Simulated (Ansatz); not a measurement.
Relaxed CaO (rock salt):

```yaml
crystal:
  lattice:
    - [0.00000, 2.41535, 2.41535]
    - [2.41535, 0.00000, 2.41535]
    - [2.41535, 2.41535, 0.00000]
  atoms:
    - { symbol: O, position: [0.00000, 0.00000, 0.00000] }
    - { symbol: Ca, position: [0.50000, 0.50000, 0.50000] }
```

In each cell atom 2 (Ca, nearest neighbour O at 2.415 Å; its periodic images, 3.4 Å or more away, move with it) moves by s·(0.577, 0.577, 0.577) (along Cartesian [111]), the rest being held.

Method: PBE (plane waves to 420 eV, PAW, scalar-relativistic; Ansatz, a first-principles code). k mesh 10×10×10 (Γ-centred), Fermi-Dirac smearing 0.05 eV. Energies are smeared free energies. CaO was relaxed with its symmetry unable to fall. ΔE is measured from the undisplaced structure.

```
s (Å)   ΔE (meV/cell)
------  -------------
-0.720            771
-0.576            493
-0.432       withheld
-0.288            118
-0.144             29
0.000               0
0.144              29
0.288             118
0.432        withheld
0.576             493
0.720             771
```

Question: Fit an even polynomial form (powers 2, 4, 6) to the given rows and predict ΔE at s = 0.432.

Answer: Least squares on the 9 given rows: ΔE = (1386)·s² + (488.1)·s⁴ + (-565.7)·s⁶, in meV/cell with s in Å; root-mean-square residual 0.1 meV/cell. At 0.432 the fit gives 272 meV/cell; the calculation gives 272 meV/cell, the same to the digits shown. The quadratic term alone would give 259 meV/cell.

(For displaced atoms, the force is minus the slope of the energy, and its curvature is a force constant, which sets phonon frequencies.)
